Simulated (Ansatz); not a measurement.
## Deforming Bi

```yaml
crystal:
  lattice:
    - [4.53900, 0.00000, 0.00000]
    - [-2.26950, 3.93089, 0.00000]
    - [0.00000, 0.00000, 11.82900]
  atoms:
    - { symbol: Bi, position: [0.33333, 0.66667, 0.25000] }
    - { symbol: Bi, position: [0.66667, 0.33333, 0.75000] }
```

Atom numbers follow the list: Bi1, Bi2.

The cell comes from COD entry 9011614, which wasn't checked; take it as a given geometry.

Spin–orbit coupling is left out, though it moves levels of the heavy atoms by tenths of an eV or more.

These are results of DFT, PBEsol, all-electron PAW with datasets made for the crystal, scalar-relativistic (Ansatz 0.2.0), not measurements.

Sampling and basis: a Γ-centred 9×9×3 k mesh, Fermi–Dirac smearing of 0.03 eV, cutoff 240 eV (chosen by the program for this cell), no spin polarisation.

The unchanged cell is at -3.54 GPa.

In a metal, stresses and small energies carry noise from the k mesh.

x, y and z are the Cartesian axes of the cell as listed; fractional coordinates follow a strain, and an engineering shear is twice the off-diagonal strain component.

Task: One change gave: energy change -2 meV/atom; stress change (xx, yy, zz, yz, xz, xy) 0.01, -0.01, -0.01, -0.06, -0.06, 0.12 GPa, compression positive. Which change was it?
A. equal xy, yz and zx engineering shear strains of -3 %
B. equal xy, yz and zx engineering shear strains of +1 %
C. equal xy, yz and zx engineering shear strains of -1 %
D. equal xy, yz and zx engineering shear strains of -2 %
E. equal xy, yz and zx engineering shear strains of +3 %
F. equal xy, yz and zx engineering shear strains of +2 %

Result: E. For equal xy, yz and zx engineering shear strains of -3 %: energy change -1 meV/atom; stress change (xx, yy, zz, yz, xz, xy) 0.01, -0.01, -0.01, 0.06, 0.06, -0.11 GPa, compression positive. For equal xy, yz and zx engineering shear strains of -1 %: energy change under 1 meV/atom; stress change (xx, yy, zz, yz, xz, xy) 0.00, 0.00, 0.00, 0.02, 0.02, -0.04 GPa, compression positive. For equal xy, yz and zx engineering shear strains of +2 %: energy change under 1 meV/atom; stress change (xx, yy, zz, yz, xz, xy) 0.01, -0.01, 0.00, -0.04, -0.04, 0.08 GPa, compression positive. For equal xy, yz and zx engineering shear strains of -2 %: energy change under 1 meV/atom; stress change (xx, yy, zz, yz, xz, xy) 0.01, -0.01, 0.00, 0.04, 0.04, -0.08 GPa, compression positive. For equal xy, yz and zx engineering shear strains of +1 %: energy change under 1 meV/atom; stress change (xx, yy, zz, yz, xz, xy) 0.00, 0.00, 0.00, -0.02, -0.02, 0.04 GPa, compression positive.
